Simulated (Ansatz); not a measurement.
Ga$_{3}$Sb: dependence on the functional

Method: plane-wave DFT with PAW (Ansatz). The atoms stay where they are, in a cell that isn't relaxed at these levels; pressure is positive in compression. Spin–orbit coupling is left out, which matters for the gaps of heavy elements.

```
Ga Sb
1.0
    -2.15880    2.15880    4.76048
     2.15880   -2.15880    4.76048
     2.15880    2.15880   -4.76048
Ga Sb
3 1
Direct
  0.75000 0.25000 0.50000
  0.25000 0.75000 0.50000
  0.50000 0.50000 0.00000
  0.00000 0.00000 0.00000
```

- occupation rule: Gaussian smearing, 0.1 eV
- spin treatment: unpolarised

```json
{"functional": "PBEsol", "mesh": "14×14×14", "cutoff (eV)": "420", "gap on mesh (eV)": "metal", "P (GPa)": "-3.5"}
{"functional": "LDA", "mesh": "14×14×14", "cutoff (eV)": "420", "gap on mesh (eV)": "metal", "P (GPa)": "-4.8"}
{"functional": "PBE", "mesh": "14×14×14", "cutoff (eV)": "420", "gap on mesh (eV)": "metal", "P (GPa)": "-0.5"}
{"functional": "r2SCAN", "mesh": "14×14×14", "cutoff (eV)": "500", "gap on mesh (eV)": "metal", "P (GPa)": "-2.2"}
```

Rough cost on one shared core, as a multiple of the first run's: LDA 0.8, PBE 0.9, r2SCAN 1.6.